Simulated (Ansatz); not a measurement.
CdSe:
Space group F-43m (No. 216); a = b = c = 6.1333 Å, α = β = γ = 90.00°

```tsv
atom	site	symmetry	x	y	z
Se	4c	-43m	0.2500	0.2500	0.2500
Cd	4a	-43m	0.0000	0.0000	0.0000
```
(The calculation used a cell of 2 atoms; values per cell refer to that cell.)

Relaxed with r²SCAN. Independent-particle spectrum: no excitons, no local fields, no scissors shift; 0.1 eV broadening; ε₁ of the summed bands alone.

Question: Tabulate the dielectric function from r²SCAN in the plane-wave PAW code Ansatz.

Answer: 

| E (eV) | ε₁ xx | ε₂ xx |
|---|---|---|
| 0.0 | 6.56 | 0.00 |
| 0.5 | 6.69 | 0.00 |
| 1.0 | 7.48 | 0.15 |
| 1.5 | 7.26 | 1.34 |
| 2.0 | 7.11 | 1.66 |
| 2.5 | 7.29 | 1.98 |
| 3.0 | 7.83 | 2.57 |
| 3.5 | 8.85 | 5.18 |
| 4.0 | 5.36 | 5.57 |
| 4.5 | 5.13 | 4.75 |
| 5.0 | 6.21 | 4.77 |
| 5.5 | 5.88 | 11.69 |
| 6.0 | 0.66 | 8.25 |
| 6.5 | 0.40 | 5.08 |
| 7.0 | 1.53 | 8.04 |
| 7.5 | 0.44 | 7.56 |
| 8.0 | -2.88 | 5.59 |
| 8.5 | -2.88 | 3.26 |
| 9.0 | -1.96 | 2.24 |
| 9.5 | -1.57 | 1.74 |
| 10.0 | -0.88 | 1.40 |
| 10.5 | -0.73 | 1.30 |
| 11.0 | -0.30 | 1.34 |
| 11.5 | -0.51 | 1.38 |
| 12.0 | -0.33 | 1.25 |

Question: From ε at 1.3 eV (xx: 7.46 + 1.12i), find n, k, the normal reflectivity and the absorption coefficient.

Answer: n = 2.74, k = 0.204, R = 22 %, α = 2kE/ħc = 27000 cm⁻¹.

With all bands, ε∞ without local fields is 6.70.

The r²SCAN relaxation kept the symmetry of its start. Spin–orbit coupling is left out wherever it is not named.

Potentials: the later of the program's two PAW sets.
